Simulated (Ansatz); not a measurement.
Cu Kα1 powder pattern (kinematic, no thermal factors).
2θ (°) (relative intensity): 15.54 (4), 22.09 (4), 23.41 (3), 23.45 (7), 27.12 (2), 31.38 (50), 31.44 (100), 32.40 (4), 32.43 (3), 35.25 (2), 38.71 (2), 39.57 (3), 45.02 (72), 45.06 (36), 51.39 (1), 51.41 (2), 55.94 (37), 56.59 (1), 65.49 (6), 65.63 (11), 74.45 (15), 74.55 (16), 74.58 (16), 83.04 (12), 83.13 (23)

The pattern is computed from a structure relaxed with DFT PBE, scalar-relativistic, plane waves, PAW (Ansatz 0.2.0). No spin polarisation. Its elements are Cd, Mg, Se.

Q: Give the structure.

A: MgCd$_{3}$Se$_{4}$.
Space group P4/mmm (No. 123). a = 4.021 Å, b = 4.021 Å, c = 11.393 Å, α = 90.00°, β = 90.00°, γ = 90.00°
| atom | site | symmetry | x | y | z |
| --- | --- | --- | --- | --- | --- |
| Mg | 1a | 4/mmm | 0.0000 | 0.0000 | 0.0000 |
| Cd | 2h | 4mm | 0.5000 | 0.5000 | 0.2480 |
| Cd | 1b | 4/mmm | 0.0000 | 0.0000 | 0.5000 |
| Se | 2g | 4mm | 0.0000 | 0.0000 | 0.2448 |
| Se | 1d | 4/mmm | 0.5000 | 0.5000 | 0.5000 |
| Se | 1c | 4/mmm | 0.5000 | 0.5000 | 0.0000 |

A pattern alone doesn't exclude other cells with like lines; this is the one computed.

Another cell of MgCd3Se4 relaxed alike, in P-4m2, lies 124 meV/atom lower, so this cell isn't the stable form at this level.

The structure comes from a generated guess; another structure or a mixture of phases may lie lower.
